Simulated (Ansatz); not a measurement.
In₃SbTe₂:
```yaml
crystal:
  lattice:
    - [-2.18272, 3.07884, 6.55488]
    - [2.18272, -3.07884, 6.55488]
    - [2.18272, 3.07884, -6.55488]
  atoms:
    - { symbol: In, position: [0.00000, 0.00000, 0.00000] }
    - { symbol: In, position: [0.65877, 0.65877, 0.00000] }
    - { symbol: In, position: [0.34123, 0.34123, 0.00000] }
    - { symbol: Sb, position: [0.50000, 0.00000, 0.50000] }
    - { symbol: Te, position: [0.17189, 0.67189, 0.50000] }
    - { symbol: Te, position: [0.82811, 0.32811, 0.50000] }
```

Relaxed with r²SCAN. Special points in fractions of this cell's reciprocal vectors: Γ (0.000, 0.000, 0.000); X (0.500, 0.500, -0.500); F2 (0.278, 0.722, -0.278); Σ0 (-0.278, 0.278, 0.278); Y0 (0.305, -0.305, 0.305); U0 (0.695, 0.305, -0.305); R (0.000, 0.500, 0.000); W (0.250, 0.250, 0.250); S (0.500, 0.000, 0.000); T (0.000, 0.000, 0.500).

Question: List the band energies nearest the Fermi level at these points for r²SCAN (plane waves, PAW; program Ansatz).

Answer: In eV from the Fermi level; about four levels below and three above (degenerate sets whole), none deeper than 8.9 eV; points with the same levels are listed once.

| k | below | above |
|---|---|---|
| Γ | -1.21 -1.05 -0.57 -0.12 | 4.29 4.44 4.55 |
| X | -2.71 -2.08 -1.17 -0.26 | 1.67 2.18 2.77 2.77 |
| F2 | -2.53 -2.21 -2.09 -1.34 | 0.46 3.37 3.50 |
| Y0 | -1.56 -1.12 -0.76 -0.68 | 1.61 1.84 2.44 |
| R | -2.78 -2.64 -2.14 -0.11 | 0.43 3.20 3.43 |
| W | -2.51 -1.88 -1.69 -1.66 | 0.48 0.93 1.65 |
| S | -2.00 -1.59 -1.04 -0.72 | 0.09 0.43 1.84 |
| T | -3.32 -3.11 -1.05 -0.89 | 0.39 1.38 1.76 |

Space group Immm. The workflow started from a Materials Project entry (that database holds measured and hypothetical structures alike); the Crystallography Open Database copy checked does not list it. Whether it is the stable phase at ambient conditions was not checked. Symmetry was held in the r²SCAN relaxation; whether a distortion lowers the energy is not shown. Spin–orbit coupling is left out wherever it is not named.

Potentials: the later of the program's two PAW sets.
